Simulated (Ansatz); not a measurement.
GaP:
```
GaP
1.0
    0.00000     2.55896     2.55896
    2.55896     0.00000     2.55896
    2.55896     2.55896     0.00000
P Ga
1 1
Cartesian
  0.00000   0.00000   0.00000
  2.55896   2.55896   2.55896
```

Relaxed with r²SCAN. Special points in fractions of this cell's reciprocal vectors: Γ (0.000, 0.000, 0.000); X (0.500, 0.000, 0.500); U (0.625, 0.250, 0.625); K (0.375, 0.375, 0.750); L (0.500, 0.500, 0.500); W (0.500, 0.250, 0.750).

Task: List the band energies nearest the Fermi level at these points for r²SCAN in the plane-wave PAW code Ansatz.

Result: In eV from the Fermi level; about four levels below and three above (degenerate sets whole), none deeper than 8.9 eV; points with the same levels are listed once.

```
k                    below                above
-  -----------------------  -------------------
Γ        -0.05 -0.05 -0.05  2.19 7.45 7.45 7.45
X  -6.24 -3.08 -2.91 -2.91     3.69 11.87 11.87
U  -6.38 -5.57 -2.16 -0.07      6.33 7.68 10.35
L                    -8.25  0.14 0.14 3.19 3.19
W        -5.96 -4.96 -4.96  2.83 4.96 8.03 8.03
```

Space group Fm-3m (rock salt). The cell is a constructed one: a structure type filled with these elements; neither database checked (COD, Materials Project) lists it. It is not the phase usual at ambient conditions (space group No. 216). The r²SCAN relaxation kept the symmetry of its start; its stability against distortions is not shown here. Scalar-relativistic: spin–orbit coupling is off unless named, which matters more the heavier the elements.

Potentials: the later of the program's two PAW sets.
